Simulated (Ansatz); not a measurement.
ZrGeS:
```yaml
crystal:
  lattice:
    - [3.60234, 0.00000, 0.00000]
    - [0.00000, 3.60234, 0.00000]
    - [0.00000, 0.00000, 7.98348]
  atoms:
    - { symbol: Zr, position: [0.00000, 0.50000, 0.72359] }
    - { symbol: Zr, position: [0.50000, 0.00000, 0.27641] }
    - { symbol: Ge, position: [0.50000, 0.50000, 0.00000] }
    - { symbol: Ge, position: [0.00000, 0.00000, 0.00000] }
    - { symbol: S, position: [0.00000, 0.50000, 0.37969] }
    - { symbol: S, position: [0.50000, 0.00000, 0.62031] }
```

Relaxed with PBEsol.

Which orbitals make up the states near the Fermi level in the program Ansatz at the PBEsol level (PAW)?

Within 0.5 eV of the Fermi level: Zr 4d 67 %, Ge 4p 14 %, S 3p 8 %, Ge 4s 5 %. Projections are on Löwdin-orthogonalised atomic valence shells; empty p or d shells of many metals are not among them.

Tabulate the density of states.

States/eV per cell of 6 atoms, in 0.25 eV bins, energy from the Fermi level.

```
E (eV)  total  Zr 4d  S 3p  Ge 4p
------  -----  -----  ----  -----
-7.85    0.53   0.07  0.01   0.15
-7.60    0.43   0.06  0.01   0.13
-7.35    0.40   0.06  0.01   0.12
-7.10    0.34   0.05  0.01   0.11
-6.85    0.90   0.15  0.34   0.17
-6.60    3.22   0.58  1.86   0.32
-6.35    5.57   1.01  3.55   0.39
-6.10    3.28   0.56  1.86   0.43
-5.85    1.92   0.31  0.93   0.38
-5.60    2.65   0.47  1.44   0.42
-5.35    1.76   0.29  0.80   0.42
-5.10    2.69   0.47  1.29   0.57
-4.85    3.50   0.70  1.87   0.54
-4.60    5.09   1.30  3.07   0.37
-4.35    4.02   0.91  2.49   0.34
-4.10    5.52   1.06  3.37   0.77
-3.85    6.62   1.30  4.04   0.96
-3.60    4.01   0.95  2.02   0.85
-3.35    2.60   0.64  1.11   0.70
-3.10    2.16   0.53  0.73   0.76
-2.85    2.05   0.55  0.55   0.81
-2.60    2.97   0.99  0.57   1.20
-2.35    4.57   1.71  0.72   1.92
-2.10    4.05   1.55  0.72   1.58
-1.85    3.85   1.53  0.75   1.39
-1.60    2.81   1.15  0.61   0.92
-1.35    1.79   0.66  0.43   0.59
-1.10    0.88   0.35  0.14   0.31
-0.85    0.80   0.39  0.09   0.26
-0.60    0.85   0.46  0.08   0.23
-0.35    1.19   0.71  0.11   0.27
-0.10    0.78   0.48  0.06   0.14
0.15     1.36   0.96  0.10   0.14
0.40     2.13   1.55  0.14   0.18
0.65     2.57   1.92  0.19   0.16
0.90     3.39   2.39  0.33   0.23
1.15     4.54   3.23  0.33   0.35
1.40     5.00   3.43  0.27   0.43
1.65     6.12   3.99  0.32   0.63
1.90     6.32   4.24  0.38   0.63
2.15     6.72   4.52  0.45   0.65
2.40     6.67   4.45  0.54   0.59
2.65     4.04   2.77  0.41   0.32
2.90     4.38   2.86  0.60   0.41
3.15     3.99   2.41  0.71   0.40
3.40     4.34   2.52  0.72   0.53
3.65     4.36   2.32  0.80   0.69
3.90     3.65   1.76  0.68   0.66
4.15     2.22   0.98  0.38   0.47
```

Space group P4/nmm. The workflow started from a Materials Project entry (that database holds measured and hypothetical structures alike); the Crystallography Open Database files this formula in space group No. 129, but the cells were not matched. Its standing as an ambient phase is unchecked. The cell was relaxed with PBEsol under the symmetry of its start; whether a distortion lowers the energy is not shown. The run is not spin-polarised. Spin–orbit coupling is left out wherever it is not named.

Potentials: the later of the program's two PAW sets.
